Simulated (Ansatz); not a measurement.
Relaxed-ion elastic tensor of AgAu in space group R-3m (No. 166; Ag on 3a, Au on 3b) in GPa (Voigt order), PBEsol (plane waves, PAW; program Ansatz); density 15.08 g/cm³, 16.79 Å³ per atom.

```
  209    129    110  -14.0    0.0    0.0
  129    209    110   14.0    0.0    0.0
  110    110    211    0.0    0.0    0.0
-14.0   14.0    0.0   27.1    0.0    0.0
  0.0    0.0    0.0    0.0   27.1  -14.0
  0.0    0.0    0.0    0.0  -14.0   40.2
```

Task: Is the crystal mechanically stable?

Result: Yes: the smallest eigenvalue of C is 18.2 GPa.

Task: Work out the Voigt, Reuss and Hill averages.

Result: K_V = 147, K_R = 147, K_H = 147; G_V = 37.7, G_R = 29.6, G_H = 33.6 GPa.

Task: Give Young's modulus, Poisson's ratio, Pugh's ratio and the universal anisotropy index.

Result: E = 9KG/(3K + G) = 93.8 GPa; ν = 0.39; K/G = 4.38 (ductile by the Pugh limit of 1.75); A_U = 5G_V/G_R + K_V/K_R − 6 = 1.37.

Task: Estimate the sound speeds and the Debye temperature.

Result: v_l = √((K + 4G/3)/ρ) = 3570 m/s, v_t = √(G/ρ) = 1490 m/s, mean 1690 m/s; Θ = (h/k)(3n/4πV)^(1/3) v_m = 196 K.

Task: How much does each axis shrink under pressure?

Result: Linear compressibilities β_i = Σ_j S_ij (j = 1 to 3): x 2.1, y 2.1, z 2.5 per TPa.

The first step of the workflow began from a Materials Project structure, measured or hypothetical; the Crystallography Open Database copy checked does not list it. With Ag and Au taken as one species the cell has the higher symmetry Fm-3m, so it may be an ordered model of a mixed-site phase. Its standing as an ambient phase is unchecked. The cell was relaxed with PBEsol under the symmetry of its start; whether a distortion lowers the energy is not shown. No spin polarisation was allowed. As this level gives no gap, shear constants depend on the k-mesh and smearing (Fermi–Dirac, 0.1 eV here). On the denser mesh and wider smearing of the elastic run this cell carries a stress of 0.4 GPa. Scalar-relativistic: spin–orbit coupling is off unless named, which matters more the heavier the elements.

Potentials: the later of the program's two PAW sets.
